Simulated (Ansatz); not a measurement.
Given:

MoPd:
```
CELL_PARAMETERS angstrom
      1.32904    -5.31223     0.00000
      1.32904     5.31223     0.00000
      0.00000     0.00000     4.35200
ATOMIC_POSITIONS crystal
  Mo 0.67426 0.32574 0.25000
  Pd 0.93049 0.06951 0.25000
  Mo 0.32574 0.67426 0.75000
  Pd 0.06951 0.93049 0.75000
```

This is the PBE-relaxed structure.

Problem. All from PBE in the plane-wave PAW code Ansatz, unless another level is named. Give the formation energy from the elements (no fitted shifts).

Solution. 4.2 kJ/mol of atoms.

Problem. Give the density of states at the Fermi level.

Solution. 0.83 states/eV per atom (mean over ±0.08 eV).

Space group Cmcm. The start of the workflow was typed in or built on a structure type; neither database checked (COD, Materials Project) lists it. Whether it is the stable phase at ambient conditions was not checked. Symmetry was held in the PBE relaxation; whether a distortion lowers the energy is not shown. No spin polarisation was allowed. The references are the lowest solids computed at this level, not always the standard phases. Scalar-relativistic: spin–orbit coupling is off unless named, which matters more the heavier the elements.

Potentials: the later of the program's two PAW sets.
